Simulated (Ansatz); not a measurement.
A trial structure of CdO5 was built thus: random cell by space group and Wyckoff sites (P6/mmm, No. 191). Lengths were set from tabulated atomic sizes, so they are only a guess.

```
CELL_PARAMETERS angstrom
3.46375 0.00000 0.00000
-1.73187 2.99969 0.00000
0.00000 0.00000 6.37299
ATOMIC_POSITIONS crystal
Cd 0.00000 0.00000 0.00000
O 0.00000 0.00000 0.72470
O 0.00000 0.00000 0.27530
O 0.50000 0.00000 0.00000
O 0.00000 0.50000 0.00000
O 0.50000 0.50000 0.00000
```

The calculation used DFT PBE, scalar-relativistic, plane waves, PAW in Ansatz. Cutoff 420 eV, Gaussian smearing, Γ-centred meshes. Cell and atoms relax first on a coarse mesh and then on a finer one. In between, the cell is made exact in the group found at 0.06 Å. In metals the finer mesh still leaves noise of several meV/atom or more. The steps can't lower the symmetry of their start. Collinear spin is switched on along the way, since trial moments persisted in a coarse test.

A guess keeps its type if space group and coordination stay and the shape of the cell changes little (axis ratios within about 15 %, angles within 6°); the volume may change.

Task: Does this structure survive the relaxation?

Result: It doesn't keep its type. The symmetry stays P6/mmm (No. 191). The volume per atom grows by 103.4 %, from 11.0 to 22.4 Å³. The shortest distance goes from 1.73 Å (Cd–O and O–O) to 1.22 Å (O–O). The ratio c/a of the conventional cell changes by a factor of 0.99. Counting neighbours within 15 % of an atom's shortest distance, the start has Cd 8, O 1/6 and the end Cd 6, O 1/6. In detail, at the end Cd is surrounded by 6 O at 2.20 Å; O on a site of symmetry 6mm has 1 O at 1.22 Å; O on a site of symmetry mmm has 2 Cd at 2.20 Å and 4 O at 2.20 Å.

```
CELL_PARAMETERS angstrom
4.39620 0.00000 0.00000
-2.19810 3.80722 0.00000
0.00000 0.00000 8.04682
ATOMIC_POSITIONS crystal
Cd 0.00000 0.00000 0.00000
O 0.00000 0.00000 0.57562
O 0.00000 0.00000 0.42438
O 0.50000 0.00000 0.00000
O 0.00000 0.50000 0.00000
O 0.50000 0.50000 0.00000
```

The last run used collinear spin, a 12×12×6 mesh (in the run's order of axes) for its 6-atom cell and Gaussian smearing of 0.10 eV. No dispersion correction is applied, so the spacing and binding between layers, chains or molecules are poorly described. The magnetic state reached may not be the lowest. A structure relaxed within its symmetry needn't be a true minimum.

In counts of neighbours, a slash parts the counts of unlike sites.
